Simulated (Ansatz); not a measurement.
Molecular dynamics on a 2×2×2 supercell (32 atoms) of SiC3 (ordering on diamond), relaxed with r2SCAN. Forces come from PBE in Ansatz: a Langevin thermostat at fixed volume, 1000 K, steps of 3 fs. Computed, non-magnetic; the trajectory is short and the cell small, so nothing here is a converged average. The structure comes from a prototype and may be hypothetical.

```yaml
crystal:
  lattice:
    - [2.8308679191, 1.6344023551, 9.3401468586]
    - [-2.8308679191, 1.6344023551, 9.3401468586]
    - [0.0, -3.2688047103, 9.3401468586]
  atoms:
    - { symbol: C, position: [0.5041189462, 0.0041189462, 0.0041189462] }
    - { symbol: C, position: [0.2444802337, 0.2444802337, 0.2444802337] }
    - { symbol: C, position: [0.1895862016, 0.1895862016, 0.1895862016] }
    - { symbol: Si, position: [0.4368146184, 0.4368146184, 0.4368146184] }
    - { symbol: C, position: [0.5041189462, 0.0041189462, 0.5041189462] }
    - { symbol: C, position: [0.2444802337, 0.2444802337, 0.7444802337] }
    - { symbol: C, position: [0.1895862016, 0.1895862016, 0.6895862016] }
    - { symbol: Si, position: [0.4368146184, 0.4368146184, 0.9368146184] }
    - { symbol: C, position: [0.5041189462, 0.5041189462, 0.0041189462] }
    - { symbol: C, position: [0.2444802337, 0.7444802337, 0.2444802337] }
    - { symbol: C, position: [0.1895862016, 0.6895862016, 0.1895862016] }
    - { symbol: Si, position: [0.4368146184, 0.9368146184, 0.4368146184] }
    - { symbol: C, position: [0.5041189462, 0.5041189462, 0.5041189462] }
    - { symbol: C, position: [0.2444802337, 0.7444802337, 0.7444802337] }
    - { symbol: C, position: [0.1895862016, 0.6895862016, 0.6895862016] }
    - { symbol: Si, position: [0.4368146184, 0.9368146184, 0.9368146184] }
    - { symbol: C, position: [1.0041189462, 0.0041189462, 0.0041189462] }
    - { symbol: C, position: [0.7444802337, 0.2444802337, 0.2444802337] }
    - { symbol: C, position: [0.6895862016, 0.1895862016, 0.1895862016] }
    - { symbol: Si, position: [0.9368146184, 0.4368146184, 0.4368146184] }
    - { symbol: C, position: [1.0041189462, 0.0041189462, 0.5041189462] }
    - { symbol: C, position: [0.7444802337, 0.2444802337, 0.7444802337] }
    - { symbol: C, position: [0.6895862016, 0.1895862016, 0.6895862016] }
    - { symbol: Si, position: [0.9368146184, 0.4368146184, 0.9368146184] }
    - { symbol: C, position: [1.0041189462, 0.5041189462, 0.0041189462] }
    - { symbol: C, position: [0.7444802337, 0.7444802337, 0.2444802337] }
    - { symbol: C, position: [0.6895862016, 0.6895862016, 0.1895862016] }
    - { symbol: Si, position: [0.9368146184, 0.9368146184, 0.4368146184] }
    - { symbol: C, position: [1.0041189462, 0.5041189462, 0.5041189462] }
    - { symbol: C, position: [0.7444802337, 0.7444802337, 0.7444802337] }
    - { symbol: C, position: [0.6895862016, 0.6895862016, 0.6895862016] }
    - { symbol: Si, position: [0.9368146184, 0.9368146184, 0.9368146184] }
kpoints:
  mp_grid: { grid: [4, 4, 4] }
hamiltonian:
  xc: pbe
scf:
  occupations: { method: fermi_dirac, width: 0.086 }
md:
  ensemble: nvt_langevin
  temperature: 1000
  timestep: 3.0
  n_steps: 20
  initial_velocities: maxwell_boltzmann
  seed: 5663
```

Command: `ansatz run input.yaml --threads 4 --pin off --max-ram 3686MiB --backend cpu --events-out ev --progress --plain --runs-dir out`. It ended after 7.6 min on 4 threads of Arm Neoverse N1 (shared host), load about 0.8 per core; peak host memory 1.6 GiB.

```tsv
step	t (fs)	T (K)	free energy F from step 0 (meV/atom)	kinetic energy (meV/atom)	largest force (eV/Å)
0	0	969	0.0	125.2	0.34
1	3	799	20.4	103.3	2.55
2	6	563	58.3	72.8	4.27
3	9	430	83.3	55.6	4.21
4	12	359	88.8	46.4	3.52
5	15	387	85.3	50.0	3.47
6	18	407	81.7	52.6	3.50
7	21	423	82.7	54.6	3.14
8	24	426	86.7	55.1	4.79
9	27	427	84.8	55.2	4.69
10	30	487	76.3	63.0	3.80
11	33	621	66.9	80.3	3.58
```

The temperature starts at 969 K, is lowest at step 4 (359 K, 12 fs) and ends at 621 K. The thermostat hasn't had time to restore it. The atoms start on their lattice sites with kinetic energy alone, so much of it first passes into potential energy. By the last step the atoms have moved 0.09 Å in the root mean square, the drift of the whole cell taken out, 0.17 Å at most. The job's limit cut the run after 11 of 20 steps.

Positions (Å) and forces (eV/Å) at step 11:
```
C    1.446   0.867   4.809     0.135  -0.554  -1.172
C   -0.044  -0.067   6.863    -0.104   1.878  -1.462
C    0.089   0.055   5.280    -1.855  -0.995   0.784
Si  -0.120  -0.077  12.328     2.228   1.475  -2.383
C    1.462  -0.805   9.407    -0.252  -0.676   0.921
C   -0.103  -1.638  11.480     0.269  -0.960   0.875
C   -0.134  -1.734   9.999     2.138   0.630  -1.161
Si   0.094  -1.647  16.928    -2.815  -1.482  -0.662
C    0.015   1.614   9.414    -0.134  -0.501   1.438
C   -1.372   0.890  11.459    -1.059  -1.192   1.016
C   -1.429   0.744   9.966     1.162   0.960  -1.280
Si  -1.464   0.816  16.891     1.584   0.157   0.424
C    0.088  -0.089  14.136    -1.642   1.210   0.707
C   -1.351  -0.811  16.186    -0.312  -0.320  -0.041
C   -1.386  -0.762  14.670     0.532  -1.147  -1.214
Si  -1.494  -0.788  21.563     1.638   1.408  -0.214
C    2.877   1.599   9.435    -1.245  -0.347   0.953
C    1.360   0.776  11.481    -1.007  -0.143   0.872
C    1.439   0.736   9.980    -0.461   0.425  -1.157
Si   1.335   0.741  16.835     0.363   2.913   1.763
C    2.845   0.044  14.051     1.061   0.074   1.478
C    1.420  -0.834  16.152     0.644  -0.321  -1.054
C    1.435  -0.831  14.638     0.000   0.261  -0.697
Si   1.322  -0.863  21.553     0.209   0.429  -0.193
C    1.445   2.454  14.070    -0.289   0.720   1.593
C   -0.051   1.724  16.167     0.622  -1.627   0.069
C    0.041   1.739  14.656     0.071  -0.874  -0.449
Si  -0.004   1.740  21.513     0.109  -1.813   0.197
C    1.476   0.687  18.771    -2.037   0.713  -0.385
C   -0.011   0.067  20.808    -1.334  -0.930   1.177
C   -0.029  -0.094  19.316     0.552   1.260  -1.131
Si   0.011   0.062  26.246     1.225  -0.632   0.388
```
